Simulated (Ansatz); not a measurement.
Given:

Mn2SiB2:
```
Mn2SiB2
1.0
    1.49635    -5.21507     0.00000
    1.49635     5.21507     0.00000
    0.00000     0.00000     2.75838
Si Mn B
1 2 2
Direct
  0.00000   0.00000   0.00000
  0.36464   0.63536   0.50000
  0.63536   0.36464   0.50000
  0.20624   0.79376   0.00000
  0.79376   0.20624   0.00000
```
The run is spin-polarised; directions of the spins, atom by atom: 0 ↑ ↑ 0 0.

This is the PBE-relaxed structure.

Question: All from PBE in the plane-wave PAW code Ansatz, unless another level is named. Give the electronic character.

Answer: metallic (no gap).

Question: Next, the density of states at the Fermi level?

Answer: 0.44 states/eV per atom (mean over ±0.08 eV).

Question: And the formation energy from the elements (no fitted shifts)?

Answer: -342 meV/atom.

Space group Cmmm. The start of the workflow was typed in or built on a structure type; neither database checked (COD, Materials Project) lists it. Whether it is the stable phase at ambient conditions was not checked. Symmetry was held in the PBE relaxation; its stability against distortions is not shown here. The final state is ferromagnetic, chosen from 2 collinear starts compared on coarse meshes (ties went to the first, and starts can fall back to one state), not a proven ground state. The references are the lowest solids computed at this level, not always the standard phases.

Potentials: the earlier of the program's two PAW sets.
